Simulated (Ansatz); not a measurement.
The relaxed structure here is a generated cell of ScOF: the first start was made by placing the elements on the sites of a structure type, and the end was not matched to a known phase here, so it may be hypothetical.

The end point of a relaxation of ScOF. Space group P2₁/m (No. 11). These are PBEsol (plane waves to 420 eV, PAW, scalar-relativistic; Ansatz, a first-principles code) values and carry that method's errors.

```xyz
12
Lattice="5.1905 0.0000 0.0000 0.0000 3.3477 0.0000 -0.7744 0.0000 7.7913" Properties=species:S:1:pos:R:3 pbc="T T T"
Sc     3.9213     2.5108     2.5756
Sc     0.4948     0.8369     5.2157
Sc     3.1043     2.5108     7.1508
Sc     1.3118     0.8369     0.6404
O      4.4407     0.8369     6.7800
O      1.8174     0.8369     6.7762
O     -0.0246     2.5108     1.0113
O      2.5987     2.5108     1.0151
F      0.1204     0.8369     3.0531
F      2.8467     0.8369     3.0171
F      4.2957     2.5108     4.7382
F      1.5694     2.5108     4.7742
```

Q: Give the band gap at the level PBEsol.

A: 3.99 eV, indirect (valence top at Γ, conduction bottom at k = (0, 0.2, 0)) (no spin-orbit coupling).

Q: What is the computed smallest direct gap (PBEsol)?

A: 4.07 eV at k = (0, 0.2, 0).

No spin polarisation in the result.

It was reached from a disturbed copy of a P6₃/mmc (No. 194) cell, against which it lies -1.57 eV/atom.
